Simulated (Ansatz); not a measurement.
## Relaxing a structure of ZnAg

The start is a randomly generated symmetric cell of ZnAg (space group No. 166). The structure is fully relaxed (lattice and positions, P = 0) with PBE (plane waves to 420 eV, PAW, scalar-relativistic; Ansatz, a first-principles code). The first steps use a coarse 7×7×7 k-mesh.

Initial structure:
```
ZnAg
1.0
    3.87060     2.23469     2.63632
   -3.87060     2.23469     2.63632
    0.00000    -4.46938     2.63632
Ag Zn
4 4
Direct
  0.50000   0.50000   0.00000
  0.00000   0.50000   0.50000
  0.50000   0.00000   0.50000
  0.50000   0.50000   0.50000
  0.00000   0.00000   0.50000
  0.50000   0.00000   0.00000
  0.00000   0.50000   0.00000
  0.00000   0.00000   0.00000
```

Question: How much energy is released per atom?

Answer: 0.29 eV/atom.

Question: How do the shortest distances between atoms change?

Answer: The closest pairs of elements (up to four, under 3.6 Å), start → end: Ag–Ag 2.59 → 2.78 Å; Ag–Zn 2.59 → 2.74 Å; Zn–Zn 2.59 → 2.78 Å.

Question: What band gap does the relaxed structure have at this level?

Answer: Zero (metallic).

The space group stays R-3m (No. 166) (the run could not lower it), with 8 atoms in the primitive cell. Final values are on a 10×10×10 k-mesh of the relaxed cell. No spin polarisation in the result.

The run could not lose the symmetry of its start: the end is stationary, and may be a saddle point rather than a minimum.

All atoms sit on sites fixed by symmetry, so only the cell could relax.

The relaxed structure here is a generated cell of ZnAg: the first start was made by a random draw of sites in a space group, and the end was not matched to a known phase here, so it may be hypothetical.
